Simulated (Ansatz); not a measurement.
## Elastic constants of InSb at -0.4 GPa (stress–strain coefficients): input and output

Method: DFT PBE0, scalar-relativistic, plane waves, PAW (Ansatz).

Launched with:
```bash
ansatz run input.yaml --threads 4 --pin off --max-ram 12288MiB --backend cpu --events-out ev --progress --plain --runs-dir out
```

Input (bare energies are in eV):
```yaml
crystal:
  lattice:
    - [0.0, 3.2796, 3.2796]
    - [3.2796, 0.0, 3.2796]
    - [3.2796, 3.2796, 0.0]
  atoms:
    - { symbol: In, position: [0.0, 0.0, 0.0] }
    - { symbol: Sb, position: [0.25, 0.25, 0.25] }
basis:
  ecutwfc: 420
kpoints:
  mp_grid: { grid: [6, 6, 6] }
hamiltonian:
  xc: pbe0
scf:
  occupations: { method: fixed }
output:
  forces: true
  stress: true
  eigenvalues: true
  polarization: {}
elastic:
  mode: relaxed_ion
  stencil: two_point
```

From the output:
```
--- Elastic constants: 2 strain directions × 2 members + reference (group order 24) ---
  dense FFT box of the reference and of every strained cell: 32×32×32
  strains applied: 11, 23; error gains: componentwise 1.00 (the most a stress slope's error grows in a printed constant), spectral 1.73 (1 for all six strains in a standard setting)
  C = ∂σ_k/∂η_j (tension-positive GPa; Voigt order 11 22 33 23 13 12):
        65.818     32.353     32.353     -0.000     -0.000     -0.000
        32.353     65.818     32.353     -0.000      0.000     -0.000
        32.353     32.353     65.818     -0.000     -0.000      0.000
         0.000      0.000      0.000     30.915     -0.000     -0.000
        -0.000     -0.000      0.000      0.000     30.915     -0.000
        -0.000      0.000      0.000      0.000     -0.000     30.915
  reference stress σ⁰ (GPa):      0.439      0.439      0.439     -0.000      0.000     -0.000
  C* (energy form; C + prestress term) asymmetry max|C*_kj − C*_jk| = 7.105e-15 GPa — a small one proves nothing (zero by symmetry where the batch's group is 432, −43m or m−3m); a large one is finite-difference/SCF noise where every solve ...
  moduli (Voigt/Reuss/Hill, GPa): K = 43.51/43.51/43.51   G = 25.24/23.09/24.16   E = 61.17   ν = 0.266
  mechanically stable: yes (min eigenvalue of sym C = 30.91 GPa)
  e, the proper piezoelectric tensor (elastic.mode: relaxed_ion; C/m²; rows x y z; Voigt order 11 22 33 23 13 12):
       0.00000   -0.00000   -0.00000   -0.22041   -0.00000   -0.00000
      -0.00000   -0.00000   -0.00000    0.00000   -0.22041   -0.00000
      -0.00000    0.00000    0.00000   -0.00000   -0.00000   -0.22041
  ±, each entry's uncertainty from the finite density of the strings (C/m²), an estimate: the size of the correction for it that the entry includes:
       0.00000    0.00000    0.00000    0.00973    0.00000    0.00000
       0.00000    0.00000    0.00000    0.00000    0.00973    0.00000
       0.00000    0.00000    0.00000    0.00000    0.00000    0.00973
  the group's symmetry takes up to 8.3e-8 C/m² out of the measured responses: error of the strings' finite density and of the mesh across them, as far as it breaks the symmetry (raise kpoints.mp_grid and any string_points); the largest step ...
  strain η (Voigt 11):  stress-route row diagonal C_11 = 65.82 GPa, energy-path curvature d²(F+E_count+ΔE)/dδ²/Ω₀ = 66.01 GPa
         δ    σ_11 (GPa) F (eV) n_scf n_hpsi n_pw
    -2.000e-3       0.3073      -12089.3727680      29   53262   1395   relax 0 steps, max|allowed force component| 2.01e-16 eV/Å
     2.000e-3       0.5706      -12089.3719902      27   51015   1411   relax 0 steps, max|allowed force component| 1.73e-16 eV/Å
  strain η (Voigt 23):  stress-route row diagonal C_44 = 30.91 GPa, energy-path curvature d²(F+E_count+ΔE)/dδ²/Ω₀ = 30.60 GPa
         δ    σ_23 (GPa) F (eV) n_scf n_hpsi n_pw
    -2.000e-3      -0.0618      -12089.3724068       2    6056   1403   relax 4 steps, max|allowed force component| 1.58e-7 eV/Å
     2.000e-3       0.0618      -12089.3724068       2    6051   1403   relax 4 steps, max|allowed force component| 1.57e-7 eV/Å
--- Formal polarisation (Berry phase): one branch of a lattice of values; only differences between neighbouring runs are physical ---
  axis mesh electronic ionic p = total spread (rad) least overlap resolved gap  δp at fixed H ≤   (phases in cycles; p mod 1; gap in eV; gap and δp judge the states as solved, not the mesh's step, its ...
  b1    6×6×6          -0.50000000     3.75000000     3.25000000      0.284849         0.7029        0.7845           4.9e-6
  b2    6×6×6          -0.50000000     3.75000000     3.25000000      0.284849         0.7029        0.7845           4.9e-6
  b3    6×6×6          -0.50000000     3.75000000     3.25000000      0.284849         0.7029        0.7845           4.9e-6
  quantum along a1:   0.06574205 e/Å² =   105.330377 µC/cm²
  quantum along a2:   0.06574205 e/Å² =   105.330377 µC/cm²
  quantum along a3:   0.06574205 e/Å² =   105.330377 µC/cm²
  P = (  0.30216322,   0.30216322,   0.30216322) e/Å² = (  484.118857,   484.118857,   484.118857) µC/cm²  (mod the quanta)
```

It took 30 min on 4 threads of AMD EPYC 9R45 96-Core Processor (Zen 5), on a shared host, peak memory 3.1 GiB.

The cell is the ideal cubic zincblende prototype. Spin–orbit coupling is left out, which matters for heavy elements.